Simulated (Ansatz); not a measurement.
GaSb (rock salt, Fm-3m) at seven volumes, DFT-r²SCAN in the program Ansatz with PAW potentials, scaled uniformly. One row is withheld.

| V (Å³/atom) | P (GPa) |
|---|---|
| 21.496 | ? |
| 22.204 | 4.56 |
| 22.913 | 2.08 |
| 23.621 | 0.00 |
| 24.330 | -1.75 |
| 25.039 | -3.18 |
| 25.747 | -4.41 |

**Question.** Fit the shown pressures and predict the withheld one.

**Answer.** P = (3/2)B₀(x^(7/2) − x^(5/2))[1 + (3/4)(B′ − 4)(x − 1)] with x = (V₀/V)^(2/3). Least squares on the six rows gives V₀ = 23.621 Å³/atom, B₀ = 63.3 GPa, B′ = 4.95. At V = 21.496, x = 1.0649 and P = 7.54 GPa. The run itself gave 7.50 GPa.

A made-up cell: these elements were put on the sites of a structure type; neither database checked (COD, Materials Project) lists it. It is not the phase usual at ambient conditions (space group No. 216). The r²SCAN relaxation kept the symmetry of its start; whether a distortion lowers the energy is not shown. Spin–orbit coupling is left out wherever it is not named.

Potentials: the later of the program's two PAW sets.
